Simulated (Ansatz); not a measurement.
**Calculated with Ansatz: TaBeMo, relaxation**

input.yaml:

```yaml
crystal:
  lattice:
    - [3.092521, 0.0, 0.0]
    - [0.0, 3.092521, 0.0]
    - [0.0, 0.0, 7.829167]
  atoms:
    - { symbol: Mo, position: [0.0, 0.5, 0.9], spin: 2, spin_axis: [0.0, 0.0, 1.0] }
    - { symbol: Mo, position: [0.5, 0.0, 0.1], spin: 2, spin_axis: [0.0, 0.0, 1.0] }
    - { symbol: Ta, position: [0.0, 0.5, 0.335] }
    - { symbol: Ta, position: [0.5, 0.0, 0.665] }
    - { symbol: Be, position: [0.0, 0.5, 0.617] }
    - { symbol: Be, position: [0.5, 0.0, 0.383] }
  symmetry: { tolerance: 0.0003 }
kpoints:
  mp_grid: { grid: [6, 6, 4], shift: [0, 0, 0] }
magnetization:
  noncollinear: true
  spin_orbit: true
scf:
  occupations: { method: gaussian, width: 0.0618 }
  lower_state_search: "off"
hamiltonian:
  pseudopotentials: { kind: paw_fr }
  xc: r2scan
basis:
  ecutwfc: 500
  fft_grid_basis: typed
relax:
  max_steps: 40
  cell: { p_target: 0.0 }
output:
  forces: true
  stress: true
  eigenvalues: true
  bader: true
  populations: true
  elf: true
  write_potential: true
  volumetric_format: npy
  dos:
    e_range: [-12, 8]
    de: 0.05
    projected: { site_lists: { Be: [Be], Mo: [Mo], Ta: [Ta] } }
    method: { smearing: { sigma: 0.1, scheme: gaussian } }
  write_density: true
checkpoint:
  read: saved_state
```

The command:

```bash
ansatz run input.yaml --threads 2 --pin off --max-ram 2560MiB --backend cpu --events-out ev --progress --plain --runs-dir out
```

Origin of the cell: a known structure type with other elements, at an estimated volume, so it need not be a known compound.

The saved state is a converged single point of the same cell.

Steps («new basis» is an SCF on plane waves selected anew at the same cell):

```tsv
step	ΔF (meV/atom)	max force component (eV/Å)	P (GPa)	volume (Å³)	SCF iterations	step was
1	0.0	2.584	37.67	74.88	12	accepted
2	-300.0	1.187	7.39	83.23	15	accepted
3	-337.9	1.182	5.54	84.25	14	accepted
4	-357.7	0.942	2.32	85.54	11	accepted
5	-403.2	0.555	-0.81	87.91	18	accepted
6	-407.5	1.003	-2.60	90.46	16	accepted
7	-417.9	0.745	0.26	86.73	17	accepted
8	-433.4	0.188	0.71	87.37	16	accepted
9	-433.8	0.121	-0.37	87.95	12	accepted
10	-434.1	0.013	0.04	87.69	10	accepted
11	-434.1	0.008	-0.14	87.77	8	rejected
12	-434.1	0.004	0.02	87.70	9	accepted
13	-434.9	0.003	0.04	87.70	9	new basis
```

Step 1, with forces in eV/Å:

```xyz
6
Lattice="3.093 0.000 0.000 0.000 3.093 0.000 0.000 0.000 7.829" Properties=species:S:1:pos:R:3:forces:R:3 pbc="T T T" step=1
Mo    0.000    1.546    7.046    0.000    0.000    2.584
Mo    1.546    0.000    0.783    0.000    0.000   -2.584
Ta    0.000    1.546    2.623    0.000    0.000   -1.882
Ta    1.546    0.000    5.206    0.000    0.000    1.882
Be    0.000    1.546    4.831    0.000    0.000   -0.172
Be    1.546    0.000    2.999    0.000    0.000    0.172
```

Step 2, with forces in eV/Å:

```xyz
6
Lattice="3.247 0.000 0.000 0.000 3.247 0.000 0.000 0.000 7.896" Properties=species:S:1:pos:R:3:forces:R:3 pbc="T T T" step=2
Mo    0.000    1.623    7.207    0.000    0.000    0.529
Mo    1.623    0.000    0.689    0.000    0.000   -0.529
Ta    0.000    1.623    2.592    0.000    0.000   -1.187
Ta    1.623    0.000    5.304    0.000    0.000    1.187
Be    0.000    1.623    4.899    0.000    0.000    0.284
Be    1.623    0.000    2.997    0.000    0.000   -0.284
```

Step 3, with forces in eV/Å:

```xyz
6
Lattice="3.301 0.000 0.000 0.000 3.301 0.000 0.000 0.000 7.734" Properties=species:S:1:pos:R:3:forces:R:3 pbc="T T T" step=3
Mo    0.000    1.650    7.118    0.000    0.000   -1.182
Mo    1.650    0.000    0.616    0.000    0.000    1.182
Ta    0.000    1.650    2.439    0.000    0.000   -0.507
Ta    1.650    0.000    5.294    0.000    0.000    0.507
Be    0.000    1.650    4.807    0.000    0.000    0.079
Be    1.650    0.000    2.927    0.000    0.000   -0.079
```

Step 4, with forces in eV/Å:

```xyz
6
Lattice="3.316 0.000 0.000 0.000 3.316 0.000 0.000 0.000 7.778" Properties=species:S:1:pos:R:3:forces:R:3 pbc="T T T" step=4
Mo    0.000    1.658    7.137    0.000    0.000   -0.942
Mo    1.658    0.000    0.641    0.000    0.000    0.942
Ta    0.000    1.658    2.411    0.000    0.000   -0.481
Ta    1.658    0.000    5.367    0.000    0.000    0.481
Be    0.000    1.658    4.815    0.000    0.000   -0.060
Be    1.658    0.000    2.963    0.000    0.000    0.060
```

Step 5, with forces in eV/Å:

```xyz
6
Lattice="3.347 0.000 0.000 0.000 3.347 0.000 0.000 0.000 7.848" Properties=species:S:1:pos:R:3:forces:R:3 pbc="T T T" step=5
Mo    0.000    1.673    7.113    0.000    0.000   -0.134
Mo    1.673    0.000    0.735    0.000    0.000    0.134
Ta    0.000    1.673    2.240    0.000    0.000    0.076
Ta    1.673    0.000    5.608    0.000    0.000   -0.076
Be    0.000    1.673    4.750    0.000    0.000   -0.555
Be    1.673    0.000    3.098    0.000    0.000    0.555
```

Step 6, with forces in eV/Å:

```xyz
6
Lattice="3.323 0.000 0.000 0.000 3.323 0.000 0.000 0.000 8.194" Properties=species:S:1:pos:R:3:forces:R:3 pbc="T T T" step=6
Mo    0.000    1.661    7.340    0.000    0.000    0.713
Mo    1.661    0.000    0.854    0.000    0.000   -0.713
Ta    0.000    1.661    2.147    0.000    0.000    1.003
Ta    1.661    0.000    6.048    0.000    0.000   -1.003
Be    0.000    1.661    4.756    0.000    0.000    0.015
Be    1.661    0.000    3.439    0.000    0.000   -0.015
```

Step 7, with forces in eV/Å:

```xyz
6
Lattice="3.222 0.000 0.000 0.000 3.222 0.000 0.000 0.000 8.355" Properties=species:S:1:pos:R:3:forces:R:3 pbc="T T T" step=7
Mo    0.000    1.611    7.548    0.000    0.000   -0.174
Mo    1.611    0.000    0.808    0.000    0.000    0.174
Ta    0.000    1.611    2.322    0.000    0.000   -0.745
Ta    1.611    0.000    6.034    0.000    0.000    0.745
Be    0.000    1.611    4.810    0.000    0.000    0.364
Be    1.611    0.000    3.546    0.000    0.000   -0.364
```

Step 8, with forces in eV/Å:

```xyz
6
Lattice="3.263 0.000 0.000 0.000 3.263 0.000 0.000 0.000 8.205" Properties=species:S:1:pos:R:3:forces:R:3 pbc="T T T" step=8
Mo    0.000    1.632    7.405    0.000    0.000   -0.188
Mo    1.632    0.000    0.800    0.000    0.000    0.188
Ta    0.000    1.632    2.236    0.000    0.000    0.022
Ta    1.632    0.000    5.970    0.000    0.000   -0.022
Be    0.000    1.632    4.788    0.000    0.000    0.066
Be    1.632    0.000    3.418    0.000    0.000   -0.066
```

Step 9, with forces in eV/Å:

```xyz
6
Lattice="3.277 0.000 0.000 0.000 3.277 0.000 0.000 0.000 8.188" Properties=species:S:1:pos:R:3:forces:R:3 pbc="T T T" step=9
Mo    0.000    1.639    7.367    0.000    0.000    0.121
Mo    1.639    0.000    0.821    0.000    0.000   -0.121
Ta    0.000    1.639    2.234    0.000    0.000    0.050
Ta    1.639    0.000    5.954    0.000    0.000   -0.050
Be    0.000    1.639    4.792    0.000    0.000    0.000
Be    1.639    0.000    3.396    0.000    0.000    0.000
```

Step 13, with forces in eV/Å:

```xyz
6
Lattice="3.271 0.000 0.000 0.000 3.271 0.000 0.000 0.000 8.199" Properties=species:S:1:pos:R:3:forces:R:3 pbc="T T T" step=13
Mo    0.000    1.635    7.386    0.000    0.000    0.003
Mo    1.635    0.000    0.813    0.000    0.000   -0.003
Ta    0.000    1.635    2.240    0.000    0.000   -0.001
Ta    1.635    0.000    5.959    0.000    0.000    0.001
Be    0.000    1.635    4.800    0.000    0.000    0.000
Be    1.635    0.000    3.398    0.000    0.000    0.000
```

```yaml
Free_energy_lowered_by: 434.9 meV/atom
Volume_change: 17.13 %
Final_pressure: 0.04 GPa
Relaxation_steps_listed: 13
```

Caveats: a starting moment was lost; the k mesh is coarse if the cell is a metal; the relaxation held the start's symmetry, so the end may be a saddle point.

It ran for 21 min on 2 threads of Arm Neoverse V2, on a shared host, peak memory 1.2 GiB, from a saved density.
